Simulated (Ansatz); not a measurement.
This guess for Si2Ge3 is about to be relaxed.

```
Si Ge
1.0
     2.78933    0.00000    0.00000
    -1.39466    2.41563    0.00000
     0.00000    0.00000   13.09670
Si Ge
2 3
Direct
  0.00000 0.00000 0.90000
  0.00000 0.00000 0.10000
  0.00000 0.00000 0.30000
  0.00000 0.00000 0.50000
  0.00000 0.00000 0.70000
```

The calculation used DFT PBE, scalar-relativistic, plane waves, PAW in Ansatz. Cutoff 420 eV, Gaussian smearing, Γ-centred meshes. Cell and atoms relax first on a coarse mesh and then on a finer one. In between, the cell is made exact in the group found at 0.06 Å. In metals the finer mesh still leaves noise of several meV/atom or more. The steps can't lower the symmetry of their start. No spin polarisation.

A guess keeps its type if space group and coordination stay and the shape of the cell changes little (axis ratios within about 15 %, angles within 6°); the volume may change.

Question: Will the relaxed cell still be of the starting type?

Answer: It keeps its type. The symmetry stays P6/mmm (No. 191). The volume per atom stays near 17.7 Å³. The shortest distance goes from 2.62 Å (Si–Ge, Ge–Ge and Si–Si) to 2.45 Å (Si–Si). The ratio c/a of the conventional cell changes by a factor of 0.99. Counting neighbours within 15 % of an atom's shortest distance, the start has Ge 8, Si 8 and the end Ge 8, Si 8.

The last run used an 18×18×4 mesh (in the run's order of axes) for its 5-atom cell and Gaussian smearing of 0.10 eV. A structure relaxed within its symmetry needn't be a true minimum.
